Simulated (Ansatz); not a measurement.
All numbers below come from DFT PBE, scalar-relativistic, plane waves, PAW in Ansatz. All cells share a 420 eV cutoff and Γ-centred k meshes spaced at most about 0.3 Å⁻¹ (about 0.25 or finer for metals, 2π included). No spin polarisation in the final relaxations.

Temperature and zero-point effects are left out.

Compare these two cells of Al3BAs2, each relaxed at this level.

1.

```
CELL_PARAMETERS angstrom
3.87255 0.00000 0.00000
0.00000 3.87255 0.00000
0.00000 0.00000 9.51103
ATOMIC_POSITIONS crystal
Al 0.00000 0.50000 0.59275
Al 0.50000 0.00000 0.40725
Al 0.50000 0.50000 0.00000
B 0.00000 0.00000 0.50000
As 0.50000 0.50000 0.75597
As 0.50000 0.50000 0.24403
```

2.

```
CELL_PARAMETERS angstrom
3.19343 1.84373 2.90138
-3.19343 1.84373 2.90138
0.00000 -3.68746 2.90138
ATOMIC_POSITIONS crystal
Al 0.00000 0.50000 0.00000
Al 0.50000 0.00000 0.00000
Al 0.00000 0.00000 0.50000
B 0.00000 0.00000 0.00000
As 0.63646 0.63646 0.63646
As 0.36354 0.36354 0.36354
```

**Question.** Which is lower in energy, and by how much?

**Answer.** Cell 2 is lower, by 158 meV/atom. Cell 1 has space group P-4m2 (No. 115), 23.8 Å³/atom and no gap on its mesh; cell 2 has space group R-3m (No. 166), 17.1 Å³/atom and no gap. Counting As or B atoms around Al (for each partner element, those within 1.25 times its shortest distance or 1.15 times the sum of covalent radii, where it is the nearest in units of that sum or under 1.3; a slash parts the counts of unlike sites), cell 1 has Al 2/4 and cell 2 has Al 4. Cell 2 holds As–As pairs (shortest 2.38 Å); in cell 1 the shortest As–As distance is 3.87 Å. The denser one is the lower, and pressure would at first widen the difference. Even the lower one lies +0.30 eV/atom against the reference forms of the elements (uncorrected), so neither is stable at this level. In cell 1, Al on a site of symmetry 2mm is surrounded by 2 B at 2.13 Å and 2 As at 2.48 Å; around B lie 4 Al at 2.13 Å; As has 1 Al at 2.32 Å and 2 Al at 2.48 Å; 1 more site not described. In cell 2, Al has 2 B at 2.35 Å and 2 As at 2.52 Å; B has 6 Al at 2.35 Å; As has 1 As at 2.38 Å and 3 Al at 2.52 Å. Both come from invented guesses. A third cell relaxed alike, in P-3m1, lies 236 meV/atom below the lower of the two.

Cells relaxed within their symmetry can be saddle points.
